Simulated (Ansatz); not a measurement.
# Pt: energy along a strain

Pt, Fm-3m, a = 3.916 Å (as given, not relaxed at this level: 0.6 GPa). Ansatz: PBEsol, PAW, 420 eV, Γ-centred 20×20×20 mesh on 1 atom, Gaussian smearing 0.15 eV; no spin polarisation. Cell vectors (Å): 0.000 1.958 1.958; 1.958 0.000 1.958; 1.958 1.958 0.000. The cell is strained by x per cent times the pattern (0 0 0 0 0 1) in the order xx yy zz yz xz xy (engineering shears), with fractional coordinates held. y is the free energy over the start, V0 = 15.011 Å³/atom. Symmetry makes y even in x.

| x (%) | y (meV/atom) |
| --- | --- |
| -6.00 | ? |
| -3.00 | 3.46 |
| 0.00 | 0.00 |
| 0.75 | 0.21 |
| 1.50 | 0.86 |
| 2.25 | 1.93 |
| 3.75 | 5.44 |
| 4.50 | 7.90 |
| 5.25 | 10.87 |

Q: Fit y = c2 x² + c4 x⁴ to the other rows, get the stiffness along the pattern, and predict the missing energy.

A: Least squares on the rows shown. y = 0.3790 x² + 0.0005544 x⁴. The clamped-ion stiffness p·C·p = 2 × 3.790 eV × 160.2 / 15.011 Å³ = 81 GPa, which is C66 in these axes (C44 of the cubic crystal) (second derivative at the start, which stands under stress). At x = -6.00 the fit asked for gives 14.36 meV/atom. The run gave 14.36 meV/atom, the same to the digits shown.

Spin–orbit coupling is left out, which can shift energies with elements as heavy as these.